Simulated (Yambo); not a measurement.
# Optical response of Cs$_{2}$HfF$_{6}$

```xyz
9
Lattice="6.3607 0.0000 0.0000 -3.1804 5.5086 0.0000 0.0000 0.0000 4.9703" Properties=species:S:1:pos:R:3 pbc="T T T"
F      4.9194     0.8322     3.8692
F     -1.7390     4.6764     1.1011
F      3.1804     3.8442     3.8692
F      0.0000     1.6644     1.1011
F      1.4414     0.8322     3.8692
F      1.7390     4.6764     1.1011
Cs     0.0000     3.6724     3.4568
Cs     3.1804     1.8362     1.5136
Hf     0.0000     0.0000     0.0000
```

Yambo, RPA with local fields on LDA bands; 3×3×4 mesh, 138 bands, 3 Ry local-field block, 0.2 eV broadening; field along z.

```tsv
E (eV)	Im ε	Re ε	Im ε, independent particles
0.0	0.00	2.21	0.00
0.5	0.00	2.21	0.00
1.0	0.00	2.22	0.00
1.5	0.00	2.23	0.01
2.0	0.01	2.24	0.01
2.5	0.01	2.26	0.01
3.0	0.01	2.28	0.01
3.5	0.01	2.31	0.02
4.0	0.02	2.35	0.02
4.5	0.02	2.39	0.03
5.0	0.03	2.45	0.04
5.5	0.03	2.52	0.05
6.0	0.04	2.61	0.06
6.5	0.06	2.74	0.09
7.0	0.12	2.93	0.17
7.5	0.19	3.09	0.34
8.0	0.41	3.51	1.30
8.5	1.20	3.84	2.84
9.0	1.86	3.40	1.75
9.5	2.14	2.98	1.89
10.0	2.23	1.94	2.04
10.5	1.87	1.65	2.07
11.0	1.21	1.75	1.53
11.5	1.53	2.05	1.98
12.0	1.61	1.95	2.17
12.5	1.77	1.84	2.56
13.0	1.57	1.86	3.56
13.5	1.93	1.77	4.60
14.0	1.98	1.29	3.65
14.5	1.88	1.05	2.67
15.0	1.50	1.04	2.36
15.5	1.33	0.87	2.05
16.0	1.31	1.16	2.14
16.5	1.39	1.24	1.95
17.0	1.43	1.10	1.89
17.5	1.66	1.34	1.35
18.0	2.10	0.84	0.95
18.5	1.41	0.16	0.77
19.0	1.13	0.27	0.67
19.5	0.88	0.33	0.57
20.0	0.67	0.58	0.53
```

Peak heights and small wiggles depend on the k mesh. Convergence of the RPA response with its 3×3×4 mesh was not tested. No excitonic effects at this level.

Without spin-orbit coupling, band edges of such heavy elements can be off by tenths of an eV.

Geometry of the Materials Project entry, not relaxed at this level.
